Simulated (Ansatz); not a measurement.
YbSn, a database entry at a rescaled volume

```xyz
4
Lattice="4.9737 0.0000 0.0000 0.0000 4.9737 0.0000 0.0000 0.0000 4.4122" Properties=species:S:1:pos:R:3 pbc="T T T"
Sn    0.0000    0.0000    0.0000
Sn    2.4869    2.4869    0.0000
Yb    0.0000    2.4869    2.2061
Yb    2.4869    0.0000    2.2061
```

Method: r2SCAN, no spin polarisation; PAW, plane waves to 500 eV, 4×4×4 (shifted by 0.5, 0.5, 0 steps) mesh, gaussian occupations (width 0.2265 eV) (Ansatz 0.2.0), atoms fixed.

Question: Give the Bader charges.

Answer: Bader charges in e: Yb +1.26, Sn -1.26. In the mean Yb gives up most and Sn takes most.

Question: What do density and ELF say about some of the short contacts?

Answer: Sn–Yb at 3.32 Å: least valence density 0.13 e/Å³ and ELF 0.14 there. Sn–Sn at 3.52 Å: least valence density 0.14 e/Å³ and ELF 0.41 there. Yb–Yb at 3.52 Å: least valence density 0.07 e/Å³ and ELF 0.06 there. Both are smooth PAW fields, read partly inside the augmentation spheres.

Question: What is the formation energy?

Answer: -0.70 eV an atom against the elements' usual phases (free molecules for gases, crystals otherwise, with no correction for O₂ or N₂), so it is bound against them; other compounds may still compete. Relaxing would lower it.

Question: Are the atoms at rest?

Answer: The forces vanish by the symmetry of the sites.

Question: Metal or insulator?

Answer: It is a metal on this mesh, though the bands barely overlap, with about 2.7 states/eV a cell as the mean within 0.25 eV of the Fermi level, mostly Yb f (45 %), Sn p (25 %) and Yb d (21 %).

Question: What does the stress say?

Answer: The pressure is -1.5 GPa (compression positive), so with the atoms held at these fractions the cell would first shrink. The principal stresses -2.2, -2.2, -0.1 GPa differ, so its shape would change too.

Origin: a database entry at a rescaled volume. Caveats: no spin polarisation, so a magnetic state may lie lower; the k mesh is coarse if the cell is a metal; wide smearing; f levels without a U or exact exchange are poorly placed.
